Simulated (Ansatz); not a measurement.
Given:

CsCaH₃:
Space group Pm-3m (No. 221); a = b = c = 4.468 Å, α = β = γ = 90.00°

```tsv
atom	site	symmetry	x	y	z
Cs	1a	m-3m	0.0000	0.0000	0.0000
Ca	1b	m-3m	0.5000	0.5000	0.5000
H	3c	4/mm.m	0.0000	0.5000	0.5000
```

This is the LDA-relaxed structure.

**Question.** All from plane-wave PAW LDA (Ansatz code), unless another level is named. Give the formation energy from the elements (no fitted shifts).

**Answer.** -0.51 eV/atom.

**Question.** What about the electron effective mass?

**Answer.** 0.41, 0.41, 0.43 mₑ (principal values).

**Question.** Next, the band gap?

**Answer.** 2.67 eV (direct).

The workflow started from a Materials Project entry (that database holds measured and hypothetical structures alike); the Crystallography Open Database copy checked does not list it. Its standing as an ambient phase is unchecked. The cell was relaxed with LDA under the symmetry of its start; phonons on a q-mesh show no instability. The references are the lowest solids computed at this level, not always the standard phases (solids in place of the gases). Spin–orbit coupling is left out wherever it is not named.

Potentials: the later of the program's two PAW sets.
